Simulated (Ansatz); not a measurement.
NMR crystallography of KCl with Be replacing K: given against relaxed positions

Start: a supercell of KCl (rock salt type, Fm-3m) built from a COD entry, with all atoms left at the host's positions.

Space group Fm-3m (No. 225); a = 18.8788 Å.

| site | Wyckoff | site symmetry | x | y | z |
| --- | --- | --- | --- | --- | --- |
| Be | 4a | m-3m | 0.0000 | 0.0000 | 0.0000 |
| K2 | 48h | m.m2 | 0.1667 | 0.1667 | 0.0000 |
| K5 | 32f | .3m | 0.3333 | 0.1667 | 0.1667 |
| K15 | 24e | 4m.m | 0.5000 | 0.5000 | 0.3333 |
| Cl28 | 32f | .3m | 0.1667 | 0.1667 | 0.1667 |
| Cl30 | 24e | 4m.m | 0.5000 | 0.5000 | 0.1667 |
| Cl32 | 48i | m.m2 | 0.5000 | 0.3333 | 0.3333 |
| Cl41 | 4b | m-3m | 0.5000 | 0.5000 | 0.5000 |

One atom of each set is listed; the run and its k-mesh use a cell of 54 atoms with edges of 13.35, 13.35, 13.35 Å.

Method: Kohn–Sham DFT in Ansatz, PBE, plane waves and PAW, scalar-relativistic, 420 eV cutoff, Γ-centred 2×2×2 k-points, Fermi–Dirac smearing 0.01 eV, cell charge +1.

The largest force at the start is 1.2 eV/Å. Relaxing the ions at fixed cell moves them by 0.747 Å at most (atom 30, Cl) and 0.251 Å rms.

| site | moved (Å) | first shell before | first shell after | V_zz before (10²¹ V/m²) | η before |
| --- | --- | --- | --- | --- | --- |
| Be | 0.000 | 6 Cl at 3.15 Å | 6 Cl at 2.40 Å | 0.00 | – |
| K2 | 0.062 | 6 Cl at 3.15 Å | 6 Cl at 3.13–3.19 Å | -0.35 | 0.23 |
| K5 | 0.021 | 6 Cl at 3.15 Å | 6 Cl at 3.15–3.16 Å | -0.010 | 0.00 |
| K15 | 0.030 | 6 Cl at 3.15 Å | 5 Cl at 3.12–3.14 Å | 0.65 | 0.00 |
| Cl28 | 0.024 | 6 K at 3.15 Å | 6 K at 3.13–3.15 Å | 0.22 | 0.00 |
| Cl30 | 0.747 | 5 K at 3.15 Å, 1 Be at 3.15 Å | 1 Be at 2.40 Å | 11.23 | 0.00 |
| Cl32 | 0.007 | 6 K at 3.15 Å | 6 K at 3.14–3.19 Å | 0.54 | 0.27 |

(1) What are V_zz and η after the relaxation?

Answers

(1) 

| site | V_zz after | η after | change of V_zz |
| --- | --- | --- | --- |
| Be | 0.00 | – | 0.00 |
| K2 | 1.29 | 0.24 | – |
| K5 | 0.044 | 0.00 | +0.05 |
| K15 | 1.58 | 0.00 | +0.93 |
| Cl28 | -0.061 | 0.00 | -0.29 |
| Cl30 | 8.60 | 0.00 | -2.63 |
| Cl32 | 0.88 | 0.22 | +0.34 |

The largest change of V_zz along a kept axis is on Cl30, from 11.23 to 8.60. Small gradients that grow severalfold: K2 (-0.35 to 1.29). In per cent, |V_zz| changes by +145 on K, -23 to +62 on Cl (all sites that start above 0.5). V_zz changes sign on Cl28 (same axis). On K2 the largest principal value lies along another axis in the second run, so the two V_zz can't be compared directly. Other sites without a gradient aren't listed.

The defect repeats with the cell of 54 atoms, so it feels its images: sites between two images don't show the values beside a lone defect, and zeros or small values of η there can come from the images' arrangement. A uniform background compensates the cell's charge.
Before: With a gap of 1.0 eV on this mesh, small gradients can still move by 0.1 × 10²¹ V/m² or more as the k-mesh gets denser. The neighbours have not yet relaxed around the defect (largest force 1.2 eV/Å), so a real crystal will differ.
After: The relaxation keeps the site symmetry m-3m of the start, so the impurity can't leave its site; a start off the site could end lower.
